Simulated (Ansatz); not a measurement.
Simulated powder pattern, Cu Kα, λ = 1.54184 Å (kinematic, ideal powder, no thermal factors, no anomalous dispersion; the 30 strongest lines at most, above 1 %, up to 2θ = 90°):

```tsv
2θ (°)	I/Imax (%)
21.12	9.9
22.31	17
30.91	100
31.76	46
38.46	37
43.01	18
45.53	32
48.98	5.8
50.70	4.7
51.27	4.6
54.45	19
56.05	36
64.42	19
66.35	9.3
69.09	4.6
70.49	2.0
71.32	9.3
74.99	7.7
75.44	7.5
75.79	4.3
79.39	7.7
82.40	9.4
84.51	1.4
86.71	1.4
88.46	1.3
88.80	11
```

The pattern belongs to a structure relaxed with the program Ansatz at the PBE level (PAW).

Pick the material that matches.
A. BaTiO3, P4mm (Ba on 1b, Ti on 1a, O on 2c, O on 1a)
B. SiNi, Pnma (Si on 4c, Ni on 4c)
C. InAs, zinc blende
D. Cr, bcc (W type)

A, BaTiO3, P4mm (Ba on 1b, Ti on 1a, O on 2c, O on 1a)

Give the lattice parameters.

a = 3.985 Å, c = 4.206 Å.

The PBE relaxation kept the symmetry of its start. The run is not spin-polarised. Spin–orbit coupling is left out wherever it is not named.

Potentials: the earlier of the program's two PAW sets.
